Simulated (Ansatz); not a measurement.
Relaxed-ion elastic tensor of NaAu2 (cubic Laves (MgCu2 type), Fd-3m) in GPa (Voigt order), PBEsol (plane waves, PAW; program Ansatz); density 11.66 g/cm³, 19.78 Å³ per atom.

```
 120  71.1  71.1   0.0   0.0   0.0
71.1   120  71.1   0.0   0.0   0.0
71.1  71.1   120   0.0   0.0   0.0
 0.0   0.0   0.0  43.9   0.0   0.0
 0.0   0.0   0.0   0.0  43.9   0.0
 0.0   0.0   0.0   0.0   0.0  43.9
```

Task: Is the crystal mechanically stable?

Result: Yes: the smallest eigenvalue of C is 43.9 GPa.

Task: Work out the Voigt, Reuss and Hill averages.

Result: K_V = 87.3, K_R = 87.3, K_H = 87.3; G_V = 36.0, G_R = 33.2, G_H = 34.6 GPa.

Task: Give Young's modulus, Poisson's ratio, Pugh's ratio and the universal anisotropy index.

Result: E = 9KG/(3K + G) = 91.7 GPa; ν = 0.32; K/G = 2.52 (ductile by the Pugh limit of 1.75); A_U = 5G_V/G_R + K_V/K_R − 6 = 0.43.

Task: Estimate the sound speeds and the Debye temperature.

Result: v_l = √((K + 4G/3)/ρ) = 3380 m/s, v_t = √(G/ρ) = 1720 m/s, mean 1930 m/s; Θ = (h/k)(3n/4πV)^(1/3) v_m = 212 K.

Task: Give the Zener ratio and Young's modulus along [100], [110] and [111].

Result: A = 2C44/(C11 − C12) = 1.80; 1/E = S11 − 2(S11 − S12 − S44/2)Γ with Γ = 0, 1/4, 1/3 gives 66.8, 96.2, 113 GPa.

The workflow started from an entry of the Crystallography Open Database (COD). Whether it is the stable phase at ambient conditions was not checked. The cell was relaxed with PBEsol under the symmetry of its start; of distortions, only those at the zone centre were tested. As this level gives no gap, shear constants depend on the k-mesh and smearing (Fermi–Dirac, 0.1 eV here). Spin–orbit coupling is left out wherever it is not named.

Potentials: the later of the program's two PAW sets.
